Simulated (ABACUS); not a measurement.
Input and output of a self-consistent single point for CoSi2 (Fm-3m, 3 atoms in the cell; from Materials Project mp-2379, lattice scaled a little) (ABACUS).

All values come from this method and carry its errors: PBE, numerical atomic orbitals TZP (confined pseudo-atomic orbitals with Gaussian additions; energy shift 0.003 Ry), PseudoDojo 0.5 standard norm-conserving PBE (tails mended) pseudopotentials (ABACUS).

```xyz
3
Lattice="0.0000 2.7210 2.7210 2.7210 0.0000 2.7210 2.7210 2.7210 0.0000" Properties=species:S:1:pos:R:3 pbc="T T T"
Co     0.0000     0.0000     0.0000
Si     4.0815     4.0815     4.0815
Si     1.3605     1.3605     1.3605
```

Reference input (self-consistent single point, DFT, PBE, numerical atomic orbitals TZP (confined pseudo-atomic orbitals with Gaussian additions; energy shift 0.003 Ry), PseudoDojo 0.5 standard norm-conserving PBE (tails mended) pseudopotentials): basis = TZP numerical atomic orbitals, energy shift 0.003 Ry; KPT = MP 7 7 7 0 0 0; basis_type = lcao; ecutwfc = 100 Ry; smearing_method = fd; smearing_sigma = 0.00734986 Ry; potentials = PseudoDojo 0.5 standard norm-conserving PBE (tails mended); symmetry = 1; ks_solver = genelpa; scf_nmax = 100; scf_thr = 1.0e-07; mixing_type = broyden. This run's input differs from it in these lines:

```diff
@@ -53,4 +53,4 @@
 0
-MP
-7 7 7 0 0 0
+Gamma
+16 16 16 0 0 0
```

Log, with long lists cut:

```
 SELF-CONSISTENT
 -------------------------------------------

                  longest orb rcut (Bohr) = 8.1
   longest nonlocal projector rcut (Bohr) = 1.94
                     search radius (Bohr) = 20.1

                          real space grid = [ 48, 48, 48 ]
                                 init_chg = atomic

 LCAO ALGORITHM --------------- ION=   1  ELEC=   1--------------------------------

 Density error is 0.100157844804
 E_KohnSham     -322.6711483600      -4390.1661978998
 E_Fermi        0.8497926606         11.5620223027

 LCAO ALGORITHM --------------- ION=   1  ELEC=   2--------------------------------

   [... lines left out ...]

   [... 7 blocks of this kind left out ...]

 LCAO ALGORITHM --------------- ION=   1  ELEC=  10--------------------------------

 Density error is 2.84711526432e-07
 E_KohnSham     -323.0763307980      -4395.6789877854
 E_Fermi        0.9032886135         12.2898720818

 LCAO ALGORITHM --------------- ION=   1  ELEC=  11--------------------------------

 Density error is 8.7720034024e-08
 E_KohnSham     -323.0763307979      -4395.6789877841
 E_KS(sigma->0) -323.0749058567      -4395.6596004643
 E_entropy(-TS) -0.0028498824        -0.0387746396
 E_Fermi        0.9032888046         12.2898746821
 charge density convergence is achieved
 final etot is -4395.6789878 eV
 EFERMI = 12.289874682 eV

 STATE ENERGY(eV) AND OCCUPATIONS    NSPIN == 1
   [... 20 lines left out ...]

 TOTAL-FORCE (eV/Angstrom)
                       Co1         0.0000000000         0.0000000000         0.0000000000
                       Si1         0.0000000000         0.0000000000         0.0000000000
                       Si2         0.0000000000         0.0000000000         0.0000000000

 TOTAL-STRESS (KBAR)
       -61.8435921173         0.0000000000        -0.0000000000
         0.0000000000       -61.8435921173        -0.0000000000
        -0.0000000000        -0.0000000000       -61.8435921173
 TOTAL-PRESSURE: -61.843592 KBAR

 --------------------------------------------
 !FINAL_ETOT_IS -4395.6789877841292764 eV
 --------------------------------------------
```

The run converged in 11 iterations. Against the reference run the free energy rises by 2.6 meV/atom and the pressure hardly changes (-6.22 to -6.18 GPa).

The atom-centred basis is finite, which shifts total energies and pressures against plane waves. The run has no spin polarisation, so moments on Co cannot form. This run is one point of a test of settings, so its values need not be converged; read them against the reference run alone. The structure comes from a collection of computed structures, made at another level of theory; the collection holds predicted forms beside known ones. Its lattice was then scaled.

Cost on one core: roughly 40 core-seconds.

The atomic orbitals were generated for these runs; they are not ABACUS's published sets and were checked against plane waves on a few crystals only.

“Tails mended”: in these copies of the files the far tail of each local potential was reset to the Coulomb form.
